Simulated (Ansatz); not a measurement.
**Data sheet: TiPd$_{3}$ (DFT)**

TiPd$_{3}$:
Space group Pm-3m (No. 221); a = b = c = 3.867 Å, α = β = γ = 90.00°

```
atom  site  symmetry       x       y       z
----  ----  --------  ------  ------  ------
Ti      1a      m-3m  0.0000  0.0000  0.0000
Pd      3c    4/mm.m  0.0000  0.5000  0.5000
```

Space group Pm-3m (No. 221), Cu3Au type; conventional cell a = b = c = 3.867 Å, α = β = γ = 90.00°.

Method: PBEsol in the plane-wave PAW code Ansatz. Geometry: relaxed at this level of theory. Other levels are named where they apply.

Cell and energy:

Volume per atom: 14.46 Å³
Density: 10.54 g/cm³
Formation energy from the elements (no fitted shifts): -0.68 eV/atom

Electronic structure:

Electronic character: metallic (no gap)
Density of states at the Fermi level: 0.26 states/eV per atom (mean over ±0.08 eV)
Gap with spin–orbit coupling: none (metallic)

Mechanics:

* **Bulk modulus (Birch–Murnaghan fit)**: 2080 kbar
* **Pressure derivative B′**: 5.0
* **Elastic constants (relaxed ions, GPa)**: C11 = 306, C12 = 159, C44 = 127
* **Mechanical stability**: stable (all eigenvalues of C positive)
* **Hill bulk and shear moduli**: 208 and 102 GPa
* **Young's modulus**: 263 GPa
* **Poisson's ratio**: 0.29
* **Debye temperature from the elastic constants**: 424 K

Phonons:

Highest zone-centre frequency: 219 cm⁻¹
Zone-centre stability: no imaginary mode at Γ

The workflow started from an entry of the Crystallography Open Database (COD). Whether it is the stable phase at ambient conditions was not checked. Symmetry was held in the PBEsol relaxation. No spin polarisation was allowed. As this level gives no gap, shear constants depend on the k-mesh and smearing (Fermi–Dirac, 0.1 eV here). As this level gives no gap, phonon frequencies hold no LO–TO term and depend on the k-mesh and smearing (Fermi–Dirac, 0.1 eV here). The references are the lowest solids computed at this level, not always the standard phases. Scalar-relativistic: spin–orbit coupling is off unless named, which matters more the heavier the elements.

Potentials: the later of the program's two PAW sets.
